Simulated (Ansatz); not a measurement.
Input and command of a calculation in Ansatz (plane waves; scalar-relativistic PAW potentials unless the input names others):

```yaml
crystal:
  lattice:
    - [0.0, 2.5892489768, 2.5892489768]
    - [2.5892489768, 0.0, 2.5892489768]
    - [2.5892489768, 2.5892489768, 0.0]
  atoms:
    - { symbol: Ag, position: [0.5, 0.5, 0.5] }
    - { symbol: Cl, position: [0.0, 0.0, 0.0] }
kpoints:
  mp_grid: { grid: [10, 10, 10] }
hamiltonian:
  xc: lda
scf:
  occupations: { method: fixed }
output:
  forces: true
  eigenvalues: true
  stress: true
```

```bash
ansatz run input.yaml --threads 1 --pin off --max-ram 1228MiB --backend cpu --events-out ev --progress --plain --runs-dir out
```

Abridged log:
```
Pseudopotentials: kind: paw
Pseudopotential: Ag, paw, valence charge 19, recommended cutoff 420 eV (normal)
Pseudopotential: Cl, paw, valence charge 7, recommended cutoff 420 eV (normal)
Functional definition: SPW92
Crystal: 2 atoms, lattice volume = 34.718 Å³
Basis set: ecut = 420 eV, 645 PW (Γ)
Bands: 17, of which v1, the nominal top of the filled ones, is band 13 counted from 1 (12 counted from 0)
Symmetry: 48 space group operations
Space group: Fm-3m (ITA 225), of the structure as read, at distance tolerance 3.3e-5 Å
k-points: 47 of 1000
Initial density: superposition of atomic densities (neutral atoms: chi_scale 0, normalization atom), corrected by the library's trained network
Initial wavefunctions: pseudopotential atomic-orbital guess
Functional: x = slater, c = lda
SCF iter   1: F=—  HF=-8502.852281 eV  |F-HF|=—  |Δ(HF+E_count)|=         —  Δρ=1.34e-2  dr2=5.19e-2  ethr=1.77e-3  ⟨swp⟩=5.2  Hψ=3459  notcnv=0  defer=90
SCF iter   2: F=—  HF=-8502.837345 eV  |F-HF|=—  |Δ(HF+E_count)|=   1.49e-2  Δρ=5.58e-3  dr2=6.21e-3  ethr=2.00e-4  ⟨swp⟩=2.3  Hψ=1673  notcnv=0  defer=90
SCF iter   3: F=—  HF=-8502.835519 eV  |F-HF|=—  |Δ(HF+E_count)|=   1.83e-3  Δρ=2.35e-3  dr2=9.21e-4  ethr=2.39e-5  ⟨swp⟩=2.9  Hψ=1483  notcnv=0  defer=90
SCF iter   4: F=—  HF=-8502.835292 eV  |F-HF|=—  |Δ(HF+E_count)|=   2.27e-4  Δρ=8.69e-4  dr2=1.18e-4  ethr=3.54e-6  ⟨swp⟩=2.2  Hψ=1161  notcnv=0  defer=90
SCF iter   5: F=—  HF=-8502.835252 eV  |F-HF|=—  |Δ(HF+E_count)|=   3.96e-5  Δρ=1.04e-4  dr2=1.45e-6  ethr=4.54e-7  ⟨swp⟩=1.2  Hψ=809  notcnv=0  defer=1
SCF iter   6: F=—  HF=-8502.835240 eV  |F-HF|=—  |Δ(HF+E_count)|=   1.21e-5  Δρ=1.14e-5  dr2=4.09e-8  ethr=3.85e-10  ⟨swp⟩=3.9  Hψ=3711  notcnv=0
SCF iter   7: F=-8502.835240 eV  HF=-8502.835240 eV  |F-HF|=2.36e-11  |Δ(HF+E_count)|=   1.38e-8  Δρ=1.32e-6  dr2=2.11e-10  ethr=1.57e-10  ⟨swp⟩=2.0  Hψ=2441  notcnv=0
SCF 1 converged in 7 iterations: F = -8502.835240 eV  dr2 = 2.11e-10
SCF converged after 7 iterations
Free energy (F): -8502.835240 eV
Harris-Foulkes:  -8502.835240 eV  (|F-HF|=2.36e-11)
Internal energy: -8502.835240 eV  (E = F + TS)
E sigma→0 (E₀):  -8502.835240 eV
Fermi energy:    11.703880 eV
--- Forces (eV/Å), atoms counted from 1 ---
  atom   1  Ag     0.00000000     0.00000000     0.00000000
  atom   2  Cl     0.00000000     0.00000000     0.00000000
--- Stress (GPa, compression-positive) ---
        9.006309       0.000000       0.000000
        0.000000       9.006309       0.000000
        0.000000       0.000000       9.006309
  P = ⅓ Tr σ = 9.0063 GPa (90.063 kbar)
```

Apart from outputs, empty bands and the relaxation, which only the reference makes, the input differs from a reference run on usual settings in basis.ecutwfc: 420 → not typed. The reference, at the same geometry, ended its own course with pressure 9.01 GPa, largest force 0.000 eV/Å, gap on the mesh 0.70 eV. This run converged in 7 SCF iterations with an energy at zero smearing within 0.01 meV/atom of the reference's, pressure 9.01 GPa, largest force 0.000 eV/Å, gap on the mesh 0.70 eV.